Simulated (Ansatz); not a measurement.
PbS (rock salt)

```
PbS
1.0
    0.00000     2.95134     2.95134
    2.95134     0.00000     2.95134
    2.95134     2.95134     0.00000
S Pb
1 1
Direct
  0.00000   0.00000   0.00000
  0.50000   0.50000   0.50000
```

The slice is a {110} plane (indices of the conventional cell) through the point (0.500, 0.500, 0.500) (fractional), spanned by u = [100] and v = [1 -1 -1] in vectors of this cell: u (4.17 Å) and v (5.90 Å, at 90° to u). It covers one period; positions are fractions (u, v).

Computed with PBEsol (plane waves to 420 eV, PAW, scalar-relativistic; Ansatz, a first-principles code). k mesh 10×10×10. Inside the PAW spheres the values are not all-electron values, and peaks at nuclei hang on which shells count as valence. PbS was relaxed with its symmetry unable to fall. Spin-orbit coupling is left out, though Pb is heavy.

Q: Sketch the valence electron density on this plane as a map.

A: 
```
|9999998888776655554444444444445555667788889999|
|9999998877776655554444444444445555667777889999|
|8888888877666655444444444444444455666677888888|
|8888777766665555444433333333444455556666777788|
|7777776666555544443333333333334444555566667777|
|6666666655554444443333333333334444445555666666|
|6666555555444444333333333333333344444455555566|
|5555555555444444333333333333333344444455555555|
|6666555555554444333333333333333344445555555566|
|6666666655554444443333333333334444445555666666|
|7766666666555544444433333333444444555566666666|
|7777776666665555444444333344444455556666667777|
|7777777777666655444444444444444455666677777777|
|7777777777666655554444444444445555666677777777|
|6666777777666655554444444444445555666677777766|
|0066777777776655554444444444445555667777777766|
|6666777777666655554444444444445555666677777766|
|7777777777666655554444444444445555666677777777|
|7777777777666655444444444444444455666677777777|
|7777776666665555444444333344444455556666667777|
|7766666666555544444433333333444444555566666666|
|6666666655554444443333333333334444445555666666|
|6666555555554444333333333333333344445555555566|
|5555555555444444333333333333333344444455555555|
|6666555555444444333333333333333344444455555566|
|6666666655554444443333333333334444445555666666|
|7777776666555544443333333333334444555566667777|
|8888777766665555444433333333444455556666777788|
|8888888877666655444444444444444455666677888888|
|9999998877776655554444444444445555667777889999|
|9999998888776655554444444444445555667788889999|
|9999998888776655554444444444445555667788889999|
```
Scale: ten equal steps from -3.00 (start of '0') to 1.01 (end of '9'), in the order '0123456789'. Values: log₁₀ of the valence density in e/Å³. The map has 23 points along u (two characters each, u = 0 at the left) and 32 along v (v = 0 in the bottom row). The scale is logarithmic, as a density can span decades between atoms and voids; values under 0.001 e/Å³ are set to 0.001.
